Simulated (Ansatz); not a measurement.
Input:

In$_{2}$Au:
```cif
data_Au4In8
_chemical_formula_sum 'In8 Au4'
_space_group_name_H-M_alt 'Fm-3m'
_space_group_IT_number 225
_space_group_name_Hall '-F 4 2 3'
_cell_length_a 6.46408
_cell_length_b 6.46408
_cell_length_c 6.46408
_cell_angle_alpha 90.000
_cell_angle_beta 90.000
_cell_angle_gamma 90.000
loop_
_atom_site_label
_atom_site_type_symbol
_atom_site_symmetry_multiplicity
_atom_site_Wyckoff_symbol
_atom_site_fract_x
_atom_site_fract_y
_atom_site_fract_z
_atom_site_occupancy
In1 In 8 c 0.25000 0.25000 0.25000 1
Au1 Au 4 a 0.00000 0.00000 0.00000 1
```
(The calculation used a cell of 3 atoms; values per cell refer to that cell.)

This is the LDA-relaxed structure.

Problem. All from LDA (plane waves, PAW; program Ansatz), unless another level is named. Estimate the Young's modulus.

Solution. 64.0 GPa.

Problem. Give the highest zone-centre frequency.

Solution. 3.81 THz.

The workflow started from a Materials Project entry (that database holds measured and hypothetical structures alike); the Crystallography Open Database files this formula in space group No. 225, but the cells were not matched. Its standing as an ambient phase is unchecked. Symmetry was held in the LDA relaxation; of distortions, only those at the zone centre were tested. As this level gives no gap, phonon frequencies hold no LO–TO term and depend on the k-mesh and smearing (Fermi–Dirac, 0.1 eV here). Spin–orbit coupling is left out wherever it is not named.

Potentials: the later of the program's two PAW sets.
